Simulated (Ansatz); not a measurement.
# Stationary points along a deformation path in TiC

Computed with DFT r2SCAN, scalar-relativistic, plane waves, PAW (Ansatz 0.2.0). The runs took a 500 eV cutoff, a Γ-centred 20×20×20 mesh and Gaussian smearing (0.15 eV). No spin polarisation. Energies are free energies at this smearing, counted from the undisturbed cell; pressure is positive in compression.

The starting cell (as given, not relaxed at this level; it stands at 0.0 GPa):

```
Ti C
1.0
     0.00000    2.16400    2.16400
     2.16400    0.00000    2.16400
     2.16400    2.16400    0.00000
Ti C
1 1
Direct
  0.00000 0.00000 0.00000
  0.50000 0.50000 0.50000
```

At fixed volume and fractional coordinates, lengths along (0.000, 0.000, 1.000) are scaled against those across it; ρ is that ratio over its starting value. V = 10.134 Å³/atom. Δσ is the stress along the axis less the mean stress across it (compression positive).

```
    ρ  ΔE (meV/atom)  Δσ (GPa) space group
0.650         2525.0    296.73       I4/mmm
0.707         1563.6    245.00       I4/mmm
0.780          719.9    158.92       I4/mmm
0.850          274.9     89.22       I4/mmm
0.920           65.1     39.00       I4/mmm
0.960           14.8     17.60       I4/mmm
1.000            0.0      0.00        Fm-3m
1.050           19.1    -18.14       I4/mmm
1.100           70.2    -33.85       I4/mmm
1.200          248.2    -63.52       I4/mmm
1.300          512.2    -93.43       I4/mmm
1.414          903.2   -127.53       I4/mmm
1.500         1252.3   -152.98       I4/mmm
```

Task: How does the stress give the slope of the energy, and where is the energy stationary?

Result: Along the path d ln(length) is 2/3 d ln ρ on the axis and −1/3 d ln ρ across it, so dE/d ln ρ = −(2/3) V Δσ: the energy falls with ρ where Δσ is positive. Δσ vanishes or changes sign at ρ = 1.000 (Fm-3m), a minimum at 0.0 meV/atom. Pairs of stationary points between two samples would go unseen, and could change a minimum read from distant neighbours into a maximum. At ρ = 1.000 the cell is cubic, where symmetry alone makes the stress isotropic and the slope zero.

Task: Which shear constant sets the curvature at ρ = 1?

Result: For a cubic crystal E/V = (2/3) C (ln ρ)² with C = C′ = (C11 − C12)/2, so Δσ = −2C ln ρ. The parabola of Δσ against ln ρ through ρ = 0.960, 1 and 1.050 gives C ≈ 202 GPa with the ions clamped, rough because the steps are large.

Task: Integrate that slope from ρ = 1 to 1.200 by the trapezoid rule.

Result: With V/N in Å³ and 1 eV/Å³ = 160.2 GPa the slopes at ρ = 1.000, 1.050, 1.100, 1.200 are 0, 765, 1427, 2679 meV/atom per unit of ln ρ. The steps add 18.7 + 51.0 + 178.6 = 248.3 meV/atom, against 248.2 from the energies; the trapezoid rule misses the curvature of the slope within each step.

In a metal these slopes depend on the k mesh and the smearing.

Cost: 13 runs of about 5.7 core-minutes in all, on Intel Xeon Platinum 8259CL (Skylake/Cascade Lake) (shared hosts).